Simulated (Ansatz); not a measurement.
The cell comes from COD entry 9008470, which wasn't checked; take it as a given geometry. The listed cell was then made from it by scaling, straining or moving an atom.

An input for Ir: DFT, PBEsol, all-electron LAPW, scalar-relativistic (Ansatz 0.2.0).

Command: `ansatz run input.yaml --threads 1 --pin off --max-ram 3072MiB --backend cpu --events-out ev --progress --plain --runs-dir out` The run took 43 s on 1 thread of Arm Neoverse V1, on a shared host, peak memory 0.54 GiB.

```yaml
crystal:
  lattice:
    - [0.0, 1.977291, 1.9197]
    - [1.977291, 0.0, 1.9197]
    - [1.977291, 1.977291, 0.0]
  atoms:
    - { symbol: Ir, position: [0.0, 0.0, 0.0] }
kpoints:
  mp_grid: { grid: [15, 15, 15] }
  band_path:
    path:
      - [0.0, 0.0, 0.0]
      - [0.0, 0.5, 0.5]
      - [0.25, 0.75, 0.5]
      - [0.0, 0.5, 0.0]
      - [0.0, 0.0, 0.0]
      - [0.5, 0.5, 0.0]
      - [0.3826125, 0.6173875, 0.0]
      - [-0.3826125, 0.3826125, 0.0]
      - [0.0, 0.0, 0.0]
    npoints: 5
scf:
  occupations: { method: fermi_dirac, width: 0.05 }
hamiltonian:
  xc: pbesol
  pseudopotentials: { kind: all_electron, lapw: { basis_error: 0.0005 } }
output:
  forces: true
  stress: true
  eigenvalues: true
```

Set-up and iterations as logged by Ansatz (the results part is left out, to be predicted):

```
LAPW: plane waves up to 8.777 Å⁻¹, error target 5.0e-4 eV per atom; small_component_spin mean_spin; Ir in spheres of 1.378 Å, 41 of its electrons in bands, Dirac shells []
Engine: ansatz 0.2.0
Pseudopotentials: kind: all_electron
Pseudopotential: Ir, LAPW, valence charge 41, Koelling and Harmon's equation, gaussian nucleus
Functional definition: PBEsol
  exchange = pbesol_x
  correlation = pbesol_c
Crystal: 1 atoms, lattice volume = 15.011 Å³
Basis set: ecut = 293.49859159038294 eV, 169 PW (Γ), exchange–correlation at level 2
Bands: 25, of which v1, the nominal top of the filled ones, is band 21 counted from 1 (20 counted from 0)
Symmetry: 16 space group operations
Space group: I4/mmm (ITA 139), of the structure as read, at distance tolerance 2.5e-5 Å
k-points: 288 of 3375
Non-local potential: Ir, projectors of the file, none
Initial density: superposition of atomic densities (chi_scale 0.1, normalization cell)
Initial wavefunctions: plane waves of lowest kinetic energy (no species holds an atomic orbital)
Functional: x = pbesol(κ = 0.804, μ = 0.12345679012345678), c = pbesol(β = 0.046)
iter 1 solved again at ethr=5.06e-5 eV; its pass at ethr=1.00e-1 eV (dr2=2.07e-2 eV) is discarded
SCF iter   1: F=—  HF=-484889.746769 eV  |F-HF|=—  |Δ(HF+E_count)|=         —  Δρ=1.80e-2  dr2=2.09e-2  ethr=5.06e-5  ⟨swp⟩=3.2  Hψ=46560  notcnv=0
SCF iter   2: F=—  HF=-484889.660794 eV  |F-HF|=—  |Δ(HF+E_count)|=   8.60e-2  Δρ=5.88e-3  dr2=2.75e-3  ethr=5.06e-5  ⟨swp⟩=2.3  Hψ=22202  notcnv=0
SCF iter   3: F=—  HF=-484889.656867 eV  |F-HF|=—  |Δ(HF+E_count)|=         —  Δρ=4.69e-3  dr2=2.01e-3  ethr=6.71e-6  ⟨swp⟩=2.0  Hψ=20925  notcnv=0
the basis was enlarged: its passes take 1.1 MiB over the memory plan, 1 of 1 planned eigensolver slots
SCF iter   4: F=—  HF=-484889.656841 eV  |F-HF|=—  |Δ(HF+E_count)|=   2.58e-5  Δρ=2.91e-3  dr2=9.08e-4  ethr=4.89e-6  ⟨swp⟩=2.0  Hψ=20924  notcnv=0
SCF iter   5: F=—  HF=-484889.656787 eV  |F-HF|=—  |Δ(HF+E_count)|=   5.47e-5  Δρ=1.26e-3  dr2=2.15e-4  ethr=2.21e-6  ⟨swp⟩=2.0  Hψ=20924  notcnv=0
iter 6 solved again at ethr=2.01e-8 eV; its pass at ethr=5.24e-7 eV (dr2=8.24e-6 eV) is discarded
SCF iter   6: F=—  HF=-484889.656804 eV  |F-HF|=—  |Δ(HF+E_count)|=   1.73e-5  Δρ=2.27e-4  dr2=8.23e-6  ethr=2.01e-8  ⟨swp⟩=2.0  Hψ=35570  notcnv=0
SCF iter   7: F=—  HF=-484889.656803 eV  |F-HF|=—  |Δ(HF+E_count)|=   5.83e-7  Δρ=5.33e-5  dr2=4.16e-7  ethr=2.01e-8  ⟨swp⟩=2.0  Hψ=20924  notcnv=0
SCF iter   8: F=-484889.656803 eV  HF=-484889.656803 eV  |F-HF|=3.04e-8  |Δ(HF+E_count)|=   8.14e-8  Δρ=1.68e-5  dr2=4.15e-8  ethr=1.01e-9  ⟨swp⟩=2.0  Hψ=20924  notcnv=0
```

(1) What pressure will this run report?

(2) Is there a band gap?

Answers

(1) -21.6 GPa (positive in compression).

(2) none: with an odd electron count and no spin polarisation the bands can't all be full, a metal in this set-up (spin order or a larger cell could open a gap).
